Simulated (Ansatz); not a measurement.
Here is the system:

BIr:
```
BIr
1.0
    3.00271     0.00000     0.00000
   -1.50136     2.60043     0.00000
    0.00000     0.00000     2.68039
B Ir
1 1
Cartesian
  0.00000   0.00000   1.34020
  1.50136   0.86681   0.00000
```

This is the LDA-relaxed structure. x, y and z are the axes in which the lattice vectors are written.

### Question
All from LDA (plane waves, PAW; program Ansatz), unless another level is named. Give the bulk modulus (Birch–Murnaghan fit).

### Answer
335 GPa.

### Question
What about the elastic constants (relaxed ions, GPa)?

### Answer
C11 = 348, C12 = 383, C13 = 212, C33 = 838, C44 = 136.

### Question
What about the highest zone-centre frequency?

### Answer
570 cm⁻¹.

Space group P-6m2. The workflow started from a Materials Project entry (that database holds measured and hypothetical structures alike); the Crystallography Open Database copy checked does not list it. Its standing as an ambient phase is unchecked. The LDA relaxation kept the symmetry of its start. At this level the phase is mechanically unstable. The run is not spin-polarised. As this level gives no gap, shear constants depend on the k-mesh and smearing (Fermi–Dirac, 0.1 eV here). As this level gives no gap, phonon frequencies hold no LO–TO term and depend on the k-mesh and smearing (Fermi–Dirac, 0.1 eV here). On the denser mesh and wider smearing of the elastic run this cell carries a stress of 0.7 GPa. Spin–orbit coupling is left out wherever it is not named.

Potentials: the later of the program's two PAW sets.
